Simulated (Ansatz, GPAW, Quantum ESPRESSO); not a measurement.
## One calculation of InSb3, 4 ways

```
CELL_PARAMETERS angstrom
4.80637 0.00000 0.00000
0.00000 4.80637 0.00000
0.00000 0.00000 4.80637
ATOMIC_POSITIONS crystal
Sb 0.51050 0.48869 0.99375
Sb 0.00030 0.50846 0.50419
Sb 0.50096 0.99871 0.50049
In 0.99574 0.99724 0.00411
```

The cell comes from a database or a generator and needn't be the stable form of this composition.

Atoms were shifted at random by some hundredths of an Å from the given cell, which wasn't relaxed again for these runs.

Alike in all runs: task single point; functional PBEsol; k mesh 6 × 6 × 6; occupations fermi-dirac, width 0.05 eV; no spin polarisation; no spin-orbit coupling. A missing gap at this level doesn't show that the real crystal is a metal. Pressure is positive in compression and, in plane waves, holds the error of the finite cutoff, which Ansatz's Pulay term estimates and takes out.

| program and potentials | plane-wave cutoff (eV) | notes | band gap (eV) | pressure (GPa) | largest force (eV/Å) | energy over the undisturbed cell (meV/atom) |
| --- | --- | --- | --- | --- | --- | --- |
| Ansatz, Ansatz PAW | 420 | potentials made for PBE, which Ansatz adapts in part; Pulay term of +0.04 GPa included | no gap | -2.62 | 0.079 | -0.10 |
| GPAW, PAW data sets generated for this functional | 600 | - | no gap | -2.90 | 0.075 | - |
| Ansatz, all-electron LAPW, scalar-relativistic | - | - | ? | ? | ? | - |
| Quantum ESPRESSO, GBRV 1.5 PBEsol | 762 | - | no gap | -2.60 | 0.079 | -0.10 |

Task: Estimate from the other rows what the run with Ansatz, all-electron LAPW, scalar-relativistic gave.

Result: No band gap; pressure -2.61 GPa; largest force 0.078 eV/Å. The other rows, which needn't bracket it: pressure -2.90 to -2.60; largest force 0.075 to 0.079; energy over the undisturbed cell -0.10.
